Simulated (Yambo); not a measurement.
G0W0@LDA for NaYS2 (space group R-3m, No. 166) in Yambo. Reference settings: 4×4×4 Γ-centred k mesh, bands 3 to 129 and a 7 Ry block in the screening, 129 bands in G with the Bruneval-Gonze terminator, plasmon pole fitted at 27.2 eV. The LDA gap Γ → F on this mesh is 2.01 eV; G0W0 gaps are taken between the same points.

```csv
change from the reference,G0W0 gap Γ → F (eV),shift of the valence edge (eV)
reference settings,3.68,-0.92
"49 bands in W, 49 bands in G, 3 Ry block",3.59,-0.49
2 Ry block,3.39,-0.50
"32 bands in W, 32 bands in G, 4 Ry block",3.72,-0.31
"49 bands in W, 49 bands in G, 6 Ry block",3.72,-0.61
3 Ry block,3.44,-0.65
"32 bands in W, 32 bands in G, 3 Ry block",3.68,-0.28
"100 bands in W, 100 bands in G, 4 Ry block",[?],-0.73
```

Question: Estimate the withheld gaps from the other rows; the computed values follow.

Answer: 
- 100 bands in W, 100 bands in G, 4 Ry block, G0W0 gap Γ → F (eV): 3.55

The reference isn't shown to be the converged limit.

Geometry relaxed with LDA; primitive cell a = 6.8378 Å, b = 6.8378 Å, c = 6.8378 Å, α = 33.12°, β = 33.12°, γ = 33.12°.

A shift is the quasiparticle energy of the state minus its LDA energy.
